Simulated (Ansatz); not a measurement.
SiO₂:
Space group P3₁21 (No. 152); a = b = 5.0214 Å, c = 5.5099 Å, α = β = 90.00°, γ = 120.00°

```json
[
 {"atom": "Si", "site": "3a", "symmetry": ".2.", "x": "0.5234", "y": "0.5234", "z": "0.0000"},
 {"atom": "O", "site": "6c", "symmetry": "1", "x": "0.4145", "y": "0.2557", "z": "0.2054"}
]
```

Relaxed with PBE (plane waves, PAW; program Ansatz). Indices refer to the conventional cell of P3_121, a = 5.021 Å, b = 5.021 Å, c = 5.510 Å, α = 90.00°, β = 90.00°, γ = 120.00°.

**Question.** Simulate the powder diffraction pattern (neutron, λ = 1.5401 Å; lines above 1 %) up to 2θ = 90°.

**Answer.** Simulated powder pattern, neutron, λ = 1.5401 Å (kinematic, ideal powder, no thermal factors, coherent scattering alone; the 30 strongest lines at most, above 1 %, up to 2θ = 90°):

| 2θ (°) | d (Å) | I/Imax (%) | hkl |
|---|---|---|---|
| 20.40 | 4.349 | 14 | (1 0 -1 0) |
| 26.07 | 3.414 | 100 | (1 0 -1 1)+(0 1 -1 1) |
| 35.72 | 2.511 | 14 | (1 1 -2 0) |
| 38.64 | 2.327 | 17 | (1 0 -1 2)+(0 1 -1 2) |
| 39.39 | 2.285 | 19 | (1 1 -2 1) |
| 44.76 | 2.023 | 24 | (0 2 -2 1)+(2 0 -2 1) |
| 49.03 | 1.856 | 39 | (1 1 -2 2) |
| 49.58 | 1.837 | 2.4 | (0003) |
| 53.64 | 1.707 | 19 | (2 0 -2 2)+(0 2 -2 2) |
| 54.15 | 1.692 | 7.4 | (1 0 -1 3)+(0 1 -1 3) |
| 55.87 | 1.644 | 12 | (2 1 -3 0) |
| 58.54 | 1.575 | 26 | (2 1 -3 1)+(1 2 -3 1) |
| 62.59 | 1.482 | 6.9 | (1 1 -2 3) |
| 64.18 | 1.450 | 4.6 | (3 0 -3 0) |
| 66.12 | 1.412 | 18 | (1 2 -3 2)+(2 1 -3 2) |
| 66.57 | 1.403 | 30 | (0 2 -2 3)+(2 0 -2 3) |
| 66.64 | 1.402 | 14 | (3 0 -3 1)+(0 3 -3 1) |
| 71.80 | 1.313 | 7.9 | (0 1 -1 4)+(1 0 -1 4) |
| 73.78 | 1.283 | 15 | (3 0 -3 2)+(0 3 -3 2) |
| 75.67 | 1.255 | 8.0 | (2 2 -4 0) |
| 77.91 | 1.225 | 35 | (1 2 -3 3)+(2 1 -3 3) |
| 77.97 | 1.224 | 4.5 | (2 2 -4 1) |
| 79.23 | 1.208 | 25 | (1 1 -2 4) |
| 79.36 | 1.206 | 21 | (3 1 -4 0) |
| 81.62 | 1.178 | 29 | (3 1 -4 1)+(1 3 -4 1) |
| 82.87 | 1.164 | 6.7 | (0 2 -2 4)+(2 0 -2 4) |
| 84.77 | 1.142 | 10.0 | (2 2 -4 2) |
| 85.18 | 1.138 | 8.3 | (3 0 -3 3)+(0 3 -3 3) |
| 88.37 | 1.105 | 36 | (3 1 -4 2)+(1 3 -4 2) |

The PBE relaxation kept the symmetry of its start.

Potentials: the earlier of the program's two PAW sets.
